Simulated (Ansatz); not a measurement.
# Li: frozen-core PAW against all-electron methods

```
Li
1.0
     0.02202    2.21301    2.21301
     2.21301    0.02202    2.21301
     2.21301    2.21301    0.02202
Li
1
Direct
  0.00000 0.00000 0.00000
```

The cell is COD entry 9008473, as deposited and not checked against the literature; nothing was relaxed. The listed cell was then made from it by scaling, straining or moving an atom.

Methods: DFT, PBEsol, PAW with Ansatz's default frozen-core files, scalar-relativistic (Ansatz 0.2.0); DFT, PBEsol, all-electron PAW with datasets made for the crystal, scalar-relativistic (Ansatz 0.2.0); DFT, PBEsol, all-electron LAPW, scalar-relativistic (Ansatz 0.2.0).

For PAW: a Γ-centred 13×13×13 k mesh, Fermi–Dirac smearing of 0.08 eV, cutoff 420 eV, no spin polarisation; the PAW files were made with PBE, and the program remakes their frozen cores for this functional. The crystal-made all-electron datasets (AE datasets) take a cutoff of 100 eV at this cell. LAPW targets a basis error of 0.25 meV/atom. The Ansatz runs share mesh, smearing and spin set-up. Plane-wave (PAW) pressures include the program's estimate of the Pulay term.

Stress and pressure are positive in compression.

The change that made this cell: equal xy, yz and zx engineering shear strains of +1 %.

```json
{"quantity": "pressure (GPa)", "PAW": "-0.67", "AE datasets": "-0.68", "LAPW": "-0.67"}
{"quantity": "stress yz (GPa)", "PAW": "-0.06", "AE datasets": "-0.06", "LAPW": "-0.06"}
{"quantity": "stress xz (GPa)", "PAW": "-0.06", "AE datasets": "-0.06", "LAPW": "-0.06"}
{"quantity": "stress xy (GPa)", "PAW": "-0.06", "AE datasets": "-0.06", "LAPW": "-0.06"}
```
